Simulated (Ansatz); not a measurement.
# CaMg: a fit and a missing row

CaMg, Pmma, a = 5.631 Å, b = 3.951 Å, c = 5.630 Å. The structure is a Materials Project entry; whether it is the stable form wasn't checked. Ansatz: r2SCAN, PAW, 500 eV, Γ-centred 8×12×8 mesh on 4 atoms, Gaussian smearing 0.10 eV; no spin polarisation. Shape and atoms are relaxed at each volume; pressure is positive in compression.

```
V (Å³/atom) P (GPa)
     29.439     1.85
     30.379     0.87
     31.318     0.01
     32.258    -0.73
     33.197        ?
```

Take V0 = 31.318 Å³/atom, count pressures from its P0 = 0.01 GPa, fit the third-order Birch–Murnaghan form to the other rows, and predict the missing pressure.

With the Eulerian strain f = ½[(V0/V)^(2/3) − 1] and y = (P − P0)/[3f(1 + 2f)^(5/2)], the form is the line y = B0 + 1.5 B0 (B0′ − 4) f. Rows (f, y): 0.02106, 26.27; 0.01025, 26.58; -0.00976, 26.55. Means f = 0.007183, y = 26.467; Σ(Δf)² = 0.0004890, ΣΔfΔy = -0.003793; the slope is their ratio. y = 26.52 − 7.757 f GPa, so B0 = 26.5 GPa and B0′ = 4 + 2 × (-7.757)/(3 × 26.52) = 3.81. At V = 33.197, f = -0.01905, y = 26.668 and P = -1.37 GPa. The run gave -1.37 GPa, the same to the digits shown. The form still works here, 33 % of the fitted range beyond its end.

Cost: 5 runs of about 12 core-minutes in all, on Intel Xeon Platinum 8259CL (Skylake/Cascade Lake) (shared hosts).